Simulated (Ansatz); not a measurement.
GaPt:
```yaml
crystal:
  lattice:
    - [4.90249, 0.00000, 0.00000]
    - [0.00000, 4.90249, 0.00000]
    - [0.00000, 0.00000, 4.90249]
  atoms:
    - { symbol: Ga, position: [0.09320, 0.09320, 0.09320] }
    - { symbol: Ga, position: [0.40680, 0.90680, 0.59320] }
    - { symbol: Ga, position: [0.59320, 0.40680, 0.90680] }
    - { symbol: Ga, position: [0.90680, 0.59320, 0.40680] }
    - { symbol: Pt, position: [0.39805, 0.39805, 0.39805] }
    - { symbol: Pt, position: [0.10195, 0.60195, 0.89805] }
    - { symbol: Pt, position: [0.89805, 0.10195, 0.60195] }
    - { symbol: Pt, position: [0.60195, 0.89805, 0.10195] }
```

This is the PBEsol-relaxed structure.

**Question.** All from PBEsol (plane waves, PAW; program Ansatz), unless another level is named. Estimate the Debye temperature from the elastic constants.

**Answer.** 280 K.

**Question.** Predict the elastic constants (relaxed ions, GPa).

**Answer.** C11 = 279, C12 = 151, C44 = 61.6.

**Question.** Predict the highest zone-centre frequency.

**Answer.** 229 cm^-1.

Space group P2_13. The workflow started from a Materials Project entry (that database holds measured and hypothetical structures alike); the Crystallography Open Database copy checked does not list it. With Ga and Pt taken as one species the cell has the higher symmetry Pa-3, so it may be an ordered model of a mixed-site phase. Its standing as an ambient phase is unchecked. The PBEsol relaxation kept the symmetry of its start; of distortions, only those at the zone centre were tested. The run is not spin-polarised. As this level gives no gap, shear constants depend on the k-mesh and smearing (Fermi–Dirac, 0.1 eV here). As this level gives no gap, phonon frequencies hold no LO–TO term and depend on the k-mesh and smearing (Fermi–Dirac, 0.1 eV here). Scalar-relativistic: spin–orbit coupling is off unless named, which matters more the heavier the elements.

Potentials: the earlier of the program's two PAW sets.
